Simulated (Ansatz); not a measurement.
## Pressure series of RbLuSe2 (R-3m)

```xyz
4
Lattice="2.0697 1.1949 7.9342 -2.0697 1.1949 7.9342 0.0000 -2.3899 7.9342" Properties=species:S:1:pos:R:3 pbc="T T T"
Rb    0.0000    0.0000    0.0000
Lu    0.0000    0.0000   11.9013
Se    0.0000    0.0000    5.4959
Se    0.0000    0.0000   18.3066
```

This is the zero-pressure cell under r²SCAN. Cell and atoms are relaxed by PAW (default files of Ansatz 0.2.0, cutoff 500 eV, stress met within about 0.05 GPa) at each pressure, in this structure whether or not another phase would take over; P is the pressure reached, less that of this cell (which was relaxed on a denser, smeared mesh). Levels come from r²SCAN, PAW on Ansatz 0.2.0's default frozen-core files (fitted under PBE), scalar-relativistic; k mesh 6×6×6, fixed occupations, cutoff 500 eV. Conduction levels are in eV over the valence top (at Γ), at fixed fractional wave vectors.

| P (GPa) | V/V₀ | c/a | F (oblique) | L (oblique) |
| --- | --- | --- | --- | --- |
| -2.00 | 1.0567 | 5.7605 | 2.483 | 2.863 |
| 0.00 | 1.0000 | 5.7503 | 2.351 | 2.775 |
| 1.99 | ? | ? | ? | ? |
| 3.99 | 0.9226 | 5.7506 | 2.114 | 2.612 |
| 6.98 | 0.8806 | 5.7679 | 1.947 | 2.490 |
| 9.98 | 0.8464 | 5.7887 | 1.788 | 2.370 |
| 14.98 | 0.8006 | 5.8384 | 1.531 | 2.167 |

Problem. Fit the third-order Birch-Murnaghan equation to the rows shown.

Solution. With f = [(V₀/V)^(2/3) − 1]/2, the normalised pressure F = P/[3f(1 + 2f)^(5/2)] is 40.5 GPa at f = -0.0180, 42.2 GPa at f = 0.0276, 42.6 GPa at f = 0.0442, 42.9 GPa at f = 0.0588, 43.1 GPa at f = 0.0799. The line F = B₀[1 + (3/2)(B′ − 4)f] gives B₀ = 41.2 GPa and B′ = 4.4.

Problem. What are the volume deformation potentials and pressure coefficients of these levels at zero pressure?

Solution. 

```csv
level,dE/dlnV (eV),dE/dP = −(dE/dlnV)/B₀ (meV/GPa),mean slope up to 4.0 GPa (meV/GPa)
F (oblique),2.60,-63.0,-59.2
L (oblique),1.75,-42.4,-41.0
```

dE/dlnV is the slope of a cubic fit in ln V at V₀. The last column is read from two rows and shows how the slope bends with pressure. A level that another band crosses inside the range is left out of the tables.

Problem. Fill the row at 1.99 GPa.

Solution. The fits give V/V₀ = 0.9571 and F (oblique) = 2.229 eV. Computed: V/V₀ = 0.9575, c/a = 5.7453, F (oblique) = 2.231, L (oblique) = 2.695.

Caveats: no other phase was computed; many crystals of this kind change structure within this range, and rows or crossings beyond such a change describe a metastable lattice; frozen-core PAW files fitted under PBE, their cores solved anew for the functional of the run; no spin-orbit coupling on heavy atoms; semilocal gaps are low, and the spacing of valleys can be off by tenths of an eV; levels are read at fixed fractional k, so an edge that moves off these points is missed.
